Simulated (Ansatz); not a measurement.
ZnS:
```
ZnS
1.0
    3.80916     0.00000     0.00000
   -1.90458     3.29883     0.00000
    0.00000     0.00000    18.68997
Zn S
6 6
Direct
  0.00000   0.00000   0.00003
  0.00000   0.00000   0.50003
  0.33333   0.66667   0.16681
  0.66667   0.33333   0.66681
  0.66667   0.33333   0.33327
  0.33333   0.66667   0.83327
  0.00000   0.00000   0.12511
  0.00000   0.00000   0.62511
  0.33333   0.66667   0.29165
  0.66667   0.33333   0.79165
  0.66667   0.33333   0.45813
  0.33333   0.66667   0.95813
```

x, y and z are the axes in which the lattice vectors are written.

Give the proper piezoelectric stress tensor with relaxed ions from r²SCAN (plane waves, PAW; program Ansatz).

In C/m², rows x, y, z, Voigt columns; mesh uncertainty up to 0.00.
```
 0.00   0.00   0.00   0.00  -0.08   0.00
 0.00   0.00   0.00  -0.08   0.00   0.00
-0.10  -0.10   0.15   0.00   0.00   0.00
```

The elastic tensor of the same run (GPa):

```
      1     2     3     4     5     6
-  ----  ----  ----  ----  ----  ----
1   129  59.9  45.1   0.0   0.0   0.0
2  59.9   129  45.1   0.0   0.0   0.0
3  45.1  45.1   148   0.0   0.0   0.0
4   0.0   0.0   0.0  30.6   0.0   0.0
5   0.0   0.0   0.0   0.0  30.6   0.0
6   0.0   0.0   0.0   0.0   0.0  34.7
```

Convert to strain constants d = e·S.

In pC/N:
```
 0.0   0.0   0.0   0.0  -2.7   0.0
 0.0   0.0   0.0  -2.7   0.0   0.0
-0.9  -0.9   1.6   0.0   0.0   0.0
```

Space group P6_3mc (6H polytype). The workflow started from an entry of the Crystallography Open Database (COD). Its sites differ from those of the usual phase in this space group: another stacking or structure type. Symmetry was held in the r²SCAN relaxation; of distortions, only those at the zone centre were tested.

Potentials: the later of the program's two PAW sets.
